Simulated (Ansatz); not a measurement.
Not every guess gives a structure. This one for CaB2O3 was tried:

The guess for CaB2O3 was made by a generator: close-packed anion layers stacked ABC, with sites between them filled layer by layer (P-3m1, No. 164) (elements of the layers in order: O O O). Lengths were set from tabulated atomic sizes, so they are only a guess.

```
CELL_PARAMETERS angstrom
2.94412 0.00000 0.00000
-1.47206 2.54969 0.00000
0.00000 0.00000 7.27882
ATOMIC_POSITIONS crystal
Ca 0.00000 0.00000 0.00000
B 0.33333 0.66667 0.41106
B 0.66667 0.33333 0.58894
O 0.33333 0.66667 0.67789
O 0.66667 0.33333 0.32211
O 0.00000 0.00000 0.50000
```

Theory: Ansatz 0.2.0, DFT PBE, scalar-relativistic, plane waves, PAW.

Input of the final relaxation:

```yaml
crystal:
  lattice:
    - [2.6304875711, 0.0, 0.0]
    - [-1.3152437855, 2.2780690609, 0.0]
    - [0.0, 0.0, 8.3413088807]
  atoms:
    - { symbol: Ca, position: [0.0, 0.0, 0.0] }
    - { symbol: B, position: [0.3333333333, 0.6666666667, 0.3562199539] }
    - { symbol: B, position: [0.6666666667, 0.3333333333, 0.6437800461] }
    - { symbol: O, position: [0.3333333333, 0.6666666667, 0.7263556703] }
    - { symbol: O, position: [0.6666666667, 0.3333333333, 0.2736443297] }
    - { symbol: O, position: [0.0, 0.0, 0.5] }
basis:
  ecutwfc: 420
kpoints:
  mp_grid: { grid: [18, 18, 6] }
hamiltonian:
  xc: pbe
scf:
  occupations: { method: gaussian, width: 0.1 }
output:
  forces: true
  stress: true
  eigenvalues: true
  write_density: true
  write_potential: true
  elf: true
  volumetric_format: npy
relax:
  adjacent_minimum: "off"
  f_tol: 0.01
  max_steps: 80
  cell: { stress_tol: 0.05 }
```

```bash
ansatz run input.yaml --threads 1 --pin off --max-ram 2560MiB --backend cpu --events-out ev --progress --plain --runs-dir out
```

Last lines of the log:

```
--- Stress (GPa, compression-positive) ---
       -0.006272       0.000000       0.000000
        0.000000      -0.006272       0.000000
        0.000000       0.000000       0.066193
  P = ⅓ Tr σ = 0.0179 GPa (0.179 kbar)
--- Band table (eV; the first three rows and the last of 202) ---
  k-point 0: bands = ["-33.7943", "-18.0362", "-17.2500", "-14.5896", "-13.8088", "-12.3921", "-12.3921", "-3.4026", "0.1355", "1.2489", "1.2489", "1.2787", "1.2787", "3.3728", "4.3140", "4.3140", "5.5558", "7.9568", "8.0192", "10.4205", "11.4855", "11.4855", "11.6153"]
  k-point 1: bands = ["-33.7943", "-18.0362", "-17.2500", "-14.5896", "-13.8088", "-12.3921", "-12.3921", "-3.4027", "0.1358", "1.2485", "1.2485", "1.2787", "1.2787", "3.3707", "4.3138", "4.3138", "5.5626", "7.9326", "8.0288", "10.4504", "11.4855", "11.4855", "11.6192"]
  k-point 2: bands = ["-33.7943", "-18.0362", "-17.2500", "-14.5896", "-13.8088", "-12.3921", "-12.3921", "-3.4027", "0.1358", "1.2482", "1.2482", "1.2788", "1.2788", "3.3664", "4.3138", "4.3138", "5.5764", "7.8938", "8.0390", "10.5124", "11.4855", "11.4855", "11.6310"]
  k-point 201: bands = ["-32.4842", "-15.3558", "-15.3558", "-14.7142", "-14.7142", "-13.5645", "-12.4747", "-4.6687", "-4.5017", "-4.5017", "-3.0818", "-1.0453", "-1.0453", "2.0890", "2.0890", "3.0001", "9.3081", "9.3081", "10.8760", "10.8760", "10.8929", "10.8929", "13.0210"]
End of that report.
Error: SIGTERM received: cancelled by the caller after 5 completed SCF iterations
```

**Question.** How did the run end?

**Answer.** The run was cut off at its time limit. It had made 54 ionic steps, with the energy down by 0.064 eV/atom and the largest force component at 0.001 eV/Å. The volume went from 8.3 to 12.4 Å³/atom. The energy had nearly stopped moving, so the surface is flat here and the thresholds are hard to meet. No property of the compound can be read from it.

It took 34 min on 1 thread of Intel(R) Xeon(R) Processor @ 2.50GHz (Skylake/Cascade Lake), on a shared host, peak memory 0.57 GiB.
